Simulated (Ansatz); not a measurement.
LiTaO$_{3}$:
```yaml
crystal:
  lattice:
    - [2.56994, 1.48375, 4.59038]
    - [-2.56994, 1.48375, 4.59038]
    - [0.00000, -2.96751, 4.59038]
  atoms:
    - { symbol: Li, position: [0.70523, 0.70523, 0.70523] }
    - { symbol: Li, position: [0.20523, 0.20523, 0.20523] }
    - { symbol: Ta, position: [0.98836, 0.98836, 0.98836] }
    - { symbol: Ta, position: [0.48836, 0.48836, 0.48836] }
    - { symbol: O, position: [0.62304, 0.87046, 0.26262] }
    - { symbol: O, position: [0.87046, 0.26262, 0.62304] }
    - { symbol: O, position: [0.26262, 0.62304, 0.87046] }
    - { symbol: O, position: [0.76262, 0.37046, 0.12304] }
    - { symbol: O, position: [0.37046, 0.12304, 0.76262] }
    - { symbol: O, position: [0.12304, 0.76262, 0.37046] }
```

Cartesian axes are those of the cell as given.

### Question
Give the proper piezoelectric stress tensor with relaxed ions from PBEsol (plane waves, PAW; program Ansatz).

### Answer
In C/m², rows x, y, z, Voigt columns; mesh uncertainty up to 0.01.
```
 0.00   0.00   0.00   0.00  -2.79   2.07
 2.07  -2.07   0.00  -2.79   0.00   0.00
 0.12   0.12  -1.57   0.00   0.00   0.00
```

The elastic tensor of the same run (GPa):

```
 231  51.0  82.4  -9.2   0.0   0.0
51.0   231  82.4   9.2   0.0   0.0
82.4  82.4   271   0.0   0.0   0.0
-9.2   9.2   0.0  92.4   0.0   0.0
 0.0   0.0   0.0   0.0  92.4  -9.2
 0.0   0.0   0.0   0.0  -9.2  89.7
```

### Question
Convert to strain constants d = e·S.

### Answer
In pC/N:
```
  0.0    0.0    0.0    0.0  -28.2   20.1
 10.1  -10.1    0.0  -28.2    0.0    0.0
  2.6    2.6   -7.3    0.0    0.0    0.0
```

Space group R3c. The cell was relaxed with PBEsol under the symmetry of its start. The run is not spin-polarised. Spin–orbit coupling is left out wherever it is not named.

Potentials: the later of the program's two PAW sets.
